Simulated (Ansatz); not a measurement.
The elements of this relaxed trial crystal are hidden behind letters.

```
lattice vectors (Å)
  -1.9240    2.8828    4.4990
   1.9240   -2.8828    4.4990
   1.9240    2.8828   -4.4990
fractional positions
X 0.6179 0.3218 0.2961
X 0.9743 0.6782 0.2961
X 0.3821 0.6782 0.7039
X 0.0257 0.3218 0.7039
Z 0.3807 0.5000 0.8807
Z 0.6193 0.5000 0.1193
```

The calculation used Ansatz, DFT PBE, scalar-relativistic, plane waves, PAW. Plane waves to 420 eV, a 12×12×12 mesh through Γ for the 6-atom cell and 0.01 eV Gaussian smearing; no spin polarisation.

* Space group: Immm (No. 71)
* Conventional cell: a = 3.848 Å, b = 5.766 Å, c = 8.998 Å
* Volume per atom: 16.64 Å³
* Density: 2.27 g/cm³
* Formation energy: +0.298 eV/atom
* Gap on the 12×12×12 mesh of the 6-atom cell: 0.06 eV

Energies are uncorrected and count from the elements' standard states at the same level.

Task: X is a p-block element of period 3 and Z is a p-block element of period 2. Which elements are they?

Result: X = Si, Z = C, so the formula is Si2C. Density times volume gives a mean mass of 2.27 × 16.64/1.6605 = 22.7 u per atom, and this set has 22.7 u. Si is surrounded by 1 C at 1.90 Å and 3 Si at 2.35–2.38 Å; around C lie 1 C at 1.38 Å and 2 Si at 1.90 Å. Other sets within the hints have nearly the same mass, so mass alone doesn't settle it; this one was computed.

A structure relaxed within its symmetry needn't be a true minimum. Another cell of Si2C relaxed alike, in P-6m2, lies 55 meV/atom lower, so this cell isn't the stable form at this level.
